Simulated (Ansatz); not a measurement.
# Calculated core-electron binding energies for KTaO₃

Cell: a computed structure from the Materials Project (it need not be an observed phase), repeated to a supercell; a hole's nearest image is 6.9 Å away.

Space group Pm-3m (No. 221); a = 3.9949 Å.

```
site  Wyckoff  site symmetry       x       y       z
  K1       1b           m-3m  0.5000  0.5000  0.5000
 Ta5       1a           m-3m  0.0000  0.0000  0.0000
  O9       3d         4/mm.m  0.0000  0.5000  0.0000
```

One atom of each set is listed; the run and its k-mesh use a cell of 20 atoms with edges of 6.92, 6.92, 6.92 Å.

Level of theory: DFT, PBE, plane waves and PAW, scalar-relativistic, 420 eV cutoff, Γ-centred 4×4×4 k-points, fixed occupations (Ansatz 0.2.0).

Each value is a total-energy difference between the cell with one core hole and the ground state (ΔSCF), counted from the top of the valence band. The cell with the hole is spin-polarised, as the shell with the hole is left with one unpaired spin. The periodic images are corrected with the calculated ε∞ = 5.31.

**Question.** What binding energies does the calculation give for K 2p, Ta 4f, O 1s?

**Answer.** 

```
 line  atom                                     first shell  E_B (eV)  j = l + ½ / j = l − ½ (eV)
 K 2p     1                                  12 O at 2.82 Å     289.8               288.9 / 291.7
Ta 4f     5                                   6 O at 2.00 Å      24.4                 23.6 / 25.5
 O 1s     9  2 Ta at 2.00 Å, angle 180°; also 4 K at 2.82 Å     527.2                           –
```

For p, d and f shells E_B is the weighted mean of the two lines, whose splitting comes from the free atom's Dirac orbitals.

The program doubts some values: a dataset with a hole scatters outside its bounds, by up to a tenth of an eV or more; the cell is too small to check the potential alignment. Absolute PBE values can be off by an eV or more, and the 3d and 4f lines of heavy atoms by several eV. Multiplets, satellites and widths aren't calculated.
